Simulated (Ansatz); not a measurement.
Relaxed-ion elastic tensor of TiNi in space group Pmma (No. 51; Ti on 2f, Ni on 2e) in GPa (Voigt order), the program Ansatz at the PBEsol level (PAW); density 6.82 g/cm³, 12.98 Å³ per atom.

```json
[
 {"": "1", "1": "262", "2": "153", "3": "138", "4": "0.0", "5": "0.0", "6": "0.0"},
 {"": "2", "1": "153", "2": "182", "3": "118", "4": "0.0", "5": "0.0", "6": "0.0"},
 {"": "3", "1": "138", "2": "118", "3": "258", "4": "0.0", "5": "0.0", "6": "0.0"},
 {"": "4", "1": "0.0", "2": "0.0", "3": "0.0", "4": "-22.4", "5": "0.0", "6": "0.0"},
 {"": "5", "1": "0.0", "2": "0.0", "3": "0.0", "4": "0.0", "5": "62.3", "6": "0.0"},
 {"": "6", "1": "0.0", "2": "0.0", "3": "0.0", "4": "0.0", "5": "0.0", "6": "65.3"}
]
```

Q: Is the crystal mechanically stable?

A: No: the smallest eigenvalue of C is -22.4 GPa.

The workflow started from a Materials Project entry (that database holds measured and hypothetical structures alike); the Crystallography Open Database copy checked does not list it. COD files the formula under space group No. 11, 147. Its standing as an ambient phase is unchecked. The cell was relaxed with PBEsol under the symmetry of its start. At this level the phase is mechanically unstable. The run is not spin-polarised. As this level gives no gap, shear constants depend on the k-mesh and smearing (Fermi–Dirac, 0.1 eV here). On the denser mesh and wider smearing of the elastic run this cell carries a stress of 0.6 GPa.

Potentials: the later of the program's two PAW sets.
